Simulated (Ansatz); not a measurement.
Ti: pressure against volume

Ti, P6/mmm, a = 4.568 Å, c = 2.824 Å. This isn't the element's structure at ambient conditions. Ansatz: r2SCAN, PAW, 500 eV, Γ-centred 12×12×14 mesh on 3 atoms, Gaussian smearing 0.10 eV; no spin polarisation. Shape and atoms are relaxed at each volume; pressure is positive in compression.

| V (Å³/atom) | P (GPa) |
| --- | --- |
| 14.974 | ? |
| 15.484 | 13.10 |
| 15.995 | 8.13 |
| 16.505 | 3.79 |
| 17.016 | 0.00 |
| 17.526 | -3.32 |
| 18.037 | -6.23 |
| 18.717 | -9.53 |

Question: Take V0 = 17.016 Å³/atom, fit the third-order Birch–Murnaghan form to the other rows, and predict the missing pressure.

Answer: With the Eulerian strain f = ½[(V0/V)^(2/3) − 1] and y = P/[3f(1 + 2f)^(5/2)], the form is the line y = B0 + 1.5 B0 (B0′ − 4) f. Rows (f, y): 0.03246, 115.0; 0.02106, 116.1; 0.01027, 116.9; -0.00975, 119.2; -0.01905, 120.1; -0.03077, 121.0. Means f = 0.0007033, y = 118.05; Σ(Δf)² = 0.003004, ΣΔfΔy = -0.2929; the slope is their ratio. y = 118.1 − 97.49 f GPa, so B0 = 118.1 GPa and B0′ = 4 + 2 × (-97.49)/(3 × 118.1) = 3.45. At V = 14.974, f = 0.04448, y = 113.76 and P = 18.79 GPa. The run gave 18.78 GPa, so the fit is 0.01 GPa too high, within twice the rms miss on the fitted rows (0.006 GPa).

Cost: 8 runs of about 12 core-minutes in all, on Intel Xeon Platinum 8259CL (Skylake/Cascade Lake) (shared hosts).